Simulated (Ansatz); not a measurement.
Consider the following.

AsRu:
```cif
data_AsRu
_chemical_formula_sum 'Ru1 As1'
_space_group_name_H-M_alt 'Pm-3m'
_space_group_IT_number 221
_space_group_name_Hall '-P 4 2 3'
_cell_length_a 3.05747
_cell_length_b 3.05747
_cell_length_c 3.05747
_cell_angle_alpha 90.000
_cell_angle_beta 90.000
_cell_angle_gamma 90.000
loop_
_atom_site_label
_atom_site_type_symbol
_atom_site_symmetry_multiplicity
_atom_site_Wyckoff_symbol
_atom_site_fract_x
_atom_site_fract_y
_atom_site_fract_z
_atom_site_occupancy
Ru1 Ru 1 a 0.00000 0.00000 0.00000 1
As1 As 1 b 0.50000 0.50000 0.50000 1
```

This is the r²SCAN-relaxed structure.

Problem. All from plane-wave PAW r²SCAN (Ansatz code), unless another level is named. Estimate the bulk modulus (Birch–Murnaghan fit).

Solution. 2100 kbar.

Problem. What about the elastic constants (relaxed ions, GPa)?

Solution. C11 = 278, C12 = 175, C44 = 91.6.

A made-up cell: these elements were put on the sites of a structure type; neither database checked (COD, Materials Project) lists it. Whether it is the stable phase at ambient conditions was not checked. Symmetry was held in the r²SCAN relaxation; whether a distortion lowers the energy is not shown. No spin polarisation was allowed. As this level gives no gap, shear constants depend on the k-mesh and smearing (Fermi–Dirac, 0.1 eV here).

Potentials: the earlier of the program's two PAW sets.
